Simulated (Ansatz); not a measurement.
WS$_{2}$:
```xyz
6
Lattice="3.1717 0.0000 0.0000 -1.5859 2.7468 0.0000 0.0000 0.0000 12.5525" Properties=species:S:1:pos:R:3 pbc="T T T"
W      0.0000     1.8312     9.4144
W      1.5859     0.9156     3.1381
S      0.0000     1.8312     1.5777
S      1.5859     0.9156    10.9748
S      1.5859     0.9156     7.8539
S      0.0000     1.8312     4.6986
```

Relaxed with r²SCAN+D4. Independent-particle spectrum: no excitons, no local fields, no scissors shift; 0.1 eV broadening; ε₁ of the summed bands alone.

Task: Tabulate the dielectric function from plane-wave PAW r²SCAN+D4 (Ansatz code).

Result: 

```csv
E (eV),ε₁ xx,ε₂ xx,ε₁ zz,ε₂ zz
0.0,13.20,0.00,8.07,0.00
0.4,13.34,0.00,8.10,0.00
0.8,13.82,0.00,8.21,0.00
1.2,14.78,0.00,8.39,0.00
1.6,16.76,0.00,8.68,0.00
2.0,21.75,4.44,9.14,0.00
2.4,20.87,6.21,9.96,0.01
2.8,23.09,19.03,11.86,1.86
3.2,9.62,19.25,11.35,3.19
3.6,4.26,16.16,9.91,3.56
4.0,1.88,12.49,10.44,3.51
4.4,7.53,9.80,11.46,3.36
4.8,5.67,14.22,11.22,6.40
5.2,0.76,13.45,13.26,7.95
5.6,-0.03,10.70,11.59,10.81
6.0,-0.25,9.27,9.05,11.33
6.4,-0.47,9.46,7.54,19.09
6.8,-1.58,8.89,-4.58,14.00
7.2,-2.29,8.01,-2.08,7.53
7.6,-2.06,5.83,0.24,5.95
8.0,-2.53,5.37,1.92,5.36
8.4,-2.13,4.03,3.39,6.31
8.8,-0.83,3.53,4.00,7.20
9.2,-0.65,4.07,3.93,10.22
9.6,-0.26,3.37,-0.83,12.37
10.0,0.43,3.64,-3.27,8.19
10.4,-0.12,4.86,-3.07,8.51
10.8,-0.94,4.21,-4.15,6.01
11.2,-0.35,3.63,-3.71,5.30
11.6,-0.21,3.92,-3.65,4.17
12.0,-1.11,5.13,-2.96,3.92
```

Task: From ε at 3.8 eV (xx: 3.28 + 14.38i), find n, k, the normal reflectivity and the absorption coefficient.

Result: n = 3.00, k = 2.395, R = 45 %, α = 2kE/ħc = 920000 cm⁻¹.

With all bands, ε∞ without local fields is 13.3 (xx = yy), 8.13 (zz). DFPT, with local fields, gives 13.2 (xx = yy), 5.31 (zz).

Space group P6_3/mmc. Symmetry was held in the r²SCAN+D4 relaxation; phonons on a q-mesh show no instability. No spin polarisation was allowed. Spin–orbit coupling is left out wherever it is not named.

Potentials: the later of the program's two PAW sets.
